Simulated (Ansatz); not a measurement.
# Cs3Y2I9: which input changes reach the field gradients?

Cell: a COD entry whose atoms were relaxed with PBE, the cell held.

Space group P6_3/mmc (No. 194); a = 8.4060, c = 21.2800 Å, γ = 120.00°.

```csv
site,Wyckoff,site symmetry,x,y,z
Cs1,2b,-6m2,0.0000,0.0000,0.2500
Cs3,4f,3m.,0.3333,0.6667,0.0683
Y,4f,3m.,0.6667,0.3333,0.1555
I11,6h,mm2,0.5017,0.0035,0.2500
I17,12k,.m.,0.8379,0.6759,0.0840
```

One atom of each set is listed.

Reference run. Computed with Ansatz: DFT, PBE, plane waves and PAW, scalar-relativistic, 420 eV cutoff, Γ-centred 4×4×2 k-points, Fermi–Dirac smearing 0.02 eV.

It gives V_zz (10²¹ V/m²) I11 -14.73 (η 0.67), Cs3 1.76 (η 0.00), Y 0.78 (η 0.00), among others. Each of these runs changes the input as listed (caps on SCF iterations aside):

A. magnetization.spin_polarized: not typed → 2.5
B. scf.mixing.algorithm: not typed → anderson; scf.mixing.beta: not typed → 0.2; hamiltonian.pseudopotentials: {kind: paw} → {kind: paw, source: ansatz}
C. kpoints.mp_grid.shift: not typed → [0.5, 0.5, 0.5]
D. output.populations: populations → POPULATIONS

Task: How does each run end, and how far do the gradients move?

Result: 

```
run   I11 V_zz (η)  Cs3 V_zz (η)   Y V_zz (η)  largest change of a gradient tensor, all atoms                                                       note
  A              –             –            –                                               –  refused: invalid boolean (strict mode expects true/false)
  B  -15.04 (0.68)   1.80 (0.00)  0.77 (0.00)                                            0.31   converged; another set of PAW files; cutoff taken 520 eV
  C  -14.73 (0.68)   1.76 (0.00)  0.78 (0.00)                                            0.01                    converged; the mesh lowers the symmetry
  D              –             –            –                                               –                       refused: unknown field `POPULATIONS`
```

Run B moves them most, on I11 (V_zz from -14.73 to -15.04); against its own size the tensor moves most on I17 among sites above 0.3 (by 0.19, V_zz from 7.91 to 8.10). Run A holds a value of the wrong type. Run D holds a misspelt key.

In run B the shift comes from hamiltonian.pseudopotentials: the other keys steer the path to self-consistency or leave the density as it is.

On the reference run: Without spin–orbit coupling the gradients at and beside I can be off by some per cent, at some sites by more.
